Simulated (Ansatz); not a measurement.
A geometry of Cu away from equilibrium: step 3 of the relaxation of a relaxed Cu cell displaced along its unstable phonon at q = Γ (86i cm⁻¹), largest move 0.15 Å. These are PBEsol (plane waves to 420 eV, PAW, scalar-relativistic; Ansatz, a program for electronic structure) values and carry that method's errors. Γ-centred k-mesh 9×9×13 on the run's cell (coarser than for final values), Fermi–Dirac smearing 0.05 eV.

```
Cu
1.0
    4.03730     0.00000     0.00000
   -2.01865     3.49640     0.00000
    0.00000     0.00000     2.43665
Cu
3
Direct
  0.00000   0.00000   0.00000
  0.33333   0.66667   0.42334
  0.66667   0.33333   0.57666
```

Task: Give the Cartesian forces on all atoms (eV/Å).

Result: 
```tsv
atom	Fx	Fy	Fz
Cu1	0.00	0.00	0.00
Cu2	0.00	0.00	-0.26
Cu3	0.00	0.00	0.26
```

Task: What is the pressure?

Result: -0.2 GPa, compression positive.

No spin polarisation in the result.

The run could not lose the symmetry of its start: the end is stationary, and may be a saddle point rather than a minimum.

The end of the path is a generated cell of Cu: the first start was made by placing the elements on the sites of a structure type, and the end was not matched to a known phase here, so it may be hypothetical. Known forms of Cu include space group No. 225.
